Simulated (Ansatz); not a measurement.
**HfO2 (baddeleyite type, space group P2_1/c), frozen-phonon scan**

Relaxed HfO$_{2}$ (baddeleyite type, space group P2_1/c):

```xyz
12
Lattice="5.1617 0.0000 0.0000 0.0000 5.2125 0.0000 -0.8978 0.0000 5.2770" Properties=species:S:1:pos:R:3 pbc="T T T"
Hf     1.2362     0.2237     1.0996
Hf     3.4766     2.8299     1.5389
Hf     3.0277     4.9889     4.1774
Hf     0.7872     2.3826     3.7381
O      0.0338     1.7131     1.8388
O      4.6790     4.3194     0.7997
O      4.2301     3.4994     3.4382
O     -0.4151     0.8931     4.4773
O      1.8905     3.9470     2.5153
O      2.8223     1.3408     0.1232
O      2.3733     1.2655     2.7617
O      1.4416     3.8718     5.1538
```

The atoms are displaced by Q × the pattern below (from a DFPT mode at Γ, largest move 1; Q in Å), at fixed cell.

```json
[
 {"atom": "Hf1", "x": "0.082", "y": "0.090", "z": "-0.408"},
 {"atom": "Hf2", "x": "-0.082", "y": "0.090", "z": "0.408"},
 {"atom": "Hf3", "x": "-0.082", "y": "-0.090", "z": "0.408"},
 {"atom": "Hf4", "x": "0.082", "y": "-0.090", "z": "-0.408"},
 {"atom": "O5", "x": "-0.490", "y": "-0.728", "z": "0.479"},
 {"atom": "O6", "x": "0.490", "y": "-0.728", "z": "-0.479"},
 {"atom": "O7", "x": "0.490", "y": "0.728", "z": "-0.479"},
 {"atom": "O8", "x": "-0.490", "y": "0.728", "z": "0.479"},
 {"atom": "O9", "x": "0.019", "y": "0.008", "z": "0.079"},
 {"atom": "O10", "x": "-0.019", "y": "0.008", "z": "-0.079"},
 {"atom": "O11", "x": "-0.019", "y": "-0.008", "z": "-0.079"},
 {"atom": "O12", "x": "0.019", "y": "-0.008", "z": "0.079"}
]
```

Computed with PBE (plane waves to 420 eV, PAW, scalar-relativistic; Ansatz, an electronic-structure program). k mesh 5×5×5 (Γ-centred), Fermi-Dirac smearing 0.05 eV. E stands for the smeared free energy. Compression counts positive. HfO2 is run without spin polarisation. HfO2 was relaxed with its symmetry unable to fall. Spin-orbit coupling is left out, though Hf is heavy. The PAW data are Ansatz's earlier set. The zero of ΔE is the undisplaced structure.

| Q (Å) | ΔE (meV/cell) | P (GPa) | −dE/dQ from forces (eV/Å) |
|---|---|---|---|
| -0.180 | 243.9 | -1.54 | 2.811 |
| -0.150 | 167.4 | -1.22 | 2.298 |
| -0.120 | 105.9 | -0.93 | 1.804 |
| -0.090 | 58.9 | -0.65 | 1.330 |
| -0.060 | 25.9 | -0.41 | 0.872 |
| -0.030 | 6.4 | -0.19 | 0.430 |
| 0.000 | 0.0 | 0.00 | 0.000 |
| 0.030 | 6.3 | 0.16 | -0.420 |
| 0.060 | 25.1 | 0.28 | -0.833 |
| 0.090 | 56.3 | 0.36 | -1.245 |
| 0.120 | 99.8 | 0.42 | -1.658 |
| 0.150 | 155.8 | 0.43 | -2.078 |
| 0.180 | 224.6 | 0.41 | -2.509 |

What the scan shows:

```
Item                                                                                                                 Result
-----------------------------------------------------------  --------------------------------------------------------------
Energy at Q = 0.180 Å                                                                                        224.6 meV/cell
Space group of the distorted cell                                   P2_1/c (No. 14), as undistorted: a fully symmetric mode
Symmetry of the curve                                                   not even: the negative side lies higher at ±0.180 Å
Shape of the curve                                           a single well with its minimum at or next to zero displacement
Harmonic wavenumber from the curvature (finite differences)                                                        141 cm⁻¹
Wavenumber by perturbation theory (DFPT, on another k mesh)                                                        141 cm⁻¹
```

The 13 points together took very roughly 6 core-minutes.

(A displaced cell: forces are minus the slopes of the energy, force constants its curvatures, and phonons follow from these.)
